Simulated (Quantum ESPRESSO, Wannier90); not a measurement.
**Tight-binding from DFT: RbHO (Cmc2₁)**

Materials Project entry mp-626620; symmetrised, unrelaxed at this level. Not found in the COD (Crystallography Open Database) copy used; not checked further. Computed values, not measurements, from PBEsol: Quantum ESPRESSO (norm-conserving PseudoDojo potentials, cutoff 68 Ry, no spin polarisation, no spin-orbit coupling) on a Γ-centred 8×8×8 mesh, then Wannier90. Density: 8×8×8 mesh, Gaussian smearing 0.01 Ry.

```
begin unit_cell_cart
ang
    4.1177900000    0.0000000000    0.0000000000
    0.0000000000    0.0000000000   -4.2026900000
   -2.0588950000    5.3940450000    0.0000000000
end unit_cell_cart
mp_grid = 8 8 8
```

Neighbour vectors b of the finite-difference formula (Å⁻¹), by shell:

```csv
shell,b_x,b_y,b_z
1,0.00000,0.14561,0.00000
1,0.00000,-0.14561,0.00000
2,0.00000,0.00000,-0.18688
2,0.00000,0.00000,0.18688
3,0.19073,0.07280,0.00000
3,0.19073,-0.07280,0.00000
3,-0.19073,-0.07280,0.00000
3,-0.19073,0.07280,0.00000
```

Problem. Find the weights w_b from the completeness condition Σ_b w_b b_α b_β = δ_αβ.

Solution. Shell 1: Σ b_x² = 0.000, Σ b_y² = 0.042, Σ b_z² = 0.000 Å⁻²
Shell 2: Σ b_x² = 0.000, Σ b_y² = 0.000, Σ b_z² = 0.070 Å⁻²
Shell 3: Σ b_x² = 0.146, Σ b_y² = 0.021, Σ b_z² = 0.000 Å⁻²
Each of the three diagonal sums, weighted, has to give 1 and the off-diagonal ones 0, which holds for w_1 = 20.1 Å², w_2 = 14.3 Å², w_3 = 6.87 Å². Check on xx: 20.15×0.000 + 14.32×0.000 + 6.87×0.146 = 1.00.

On this mesh the 8 functions of bands 3-4,11-16 (valence bands; start: SCDM (isolated), conv_tol = 1.0e-6) end with spreads 0.9932, 0.9913, 0.9914, 0.9906, 0.9666, 0.9636, 0.8338, 0.8340 Å², Ω_I = 6.8387 Å² and Ω_D = 0.0002 Å².

Ω_total is the sum of the spreads, 7.564 Å². Ω_OD = Ω_total − Ω_I − Ω_D = 0.726 Å². Only (Ω_D + Ω_OD)/Ω_total = 9.6 % depends on the gauge, and another start could lower the total by that share at most. The rms radius is √(Ω_total/8) = 0.97 Å.
